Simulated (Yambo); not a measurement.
Yambo run on a free-standing PtSe₂/SnS$_{2}$ heterobilayer (symmetry P3m1, slab cell 25.9 Å high). The wavefunctions are PBE (stringent potentials; pw.x of Quantum ESPRESSO, ONCV potentials, without SOC) ones on a 6×6×1 mesh (50 occupied bands); a = b = 3.7042 Å, c = 25.9000 Å, α = β = 90.00°, γ = 120.00°.

Yambo input:

```
rim_cut
HF_and_locXC
RandQpts= 1000000
RandGvec= 2 Ry
CUTGeo= "slab z"
EXXRLvcs= 104 Ry
VXCRLvcs= 416 Ry
% QPkrange
 1 | 1 | 50 | 51 |
 2 | 2 | 50 | 51 |
 4 | 4 | 50 | 51 |
 7 | 7 | 50 | 51 |
%
```

k points by index: 1 = Γ, 2 = (0, 0.167), 4 = M, 7 = K.

The o-*.hf file then holds:

```
#    K-point    Band    Eo [eV]    Ehf [eV]    Vxc [eV]    Vnlxc [eV]
#
    1    50    -0.190393    -1.754130    -15.04511    -16.60885
    1    51    1.299119    4.649404    -13.49445    -10.14416
    2    50    0.000000    -1.825555    -15.53407    -17.35963
    2    51    1.335957    4.600186    -14.97858    -11.71436
    4    50    -1.434056    -3.829677    -13.45287    -15.84849
    4    51    0.361744    3.661865    -13.03397    -9.733849
    7    50    -1.039869    -4.338591    -17.61362    -20.91234
    7    51    1.358973    5.163804    -13.23148    -9.426646
```
Exchange alone, without screening.

Geometry relaxed with PBE+D3(BJ).
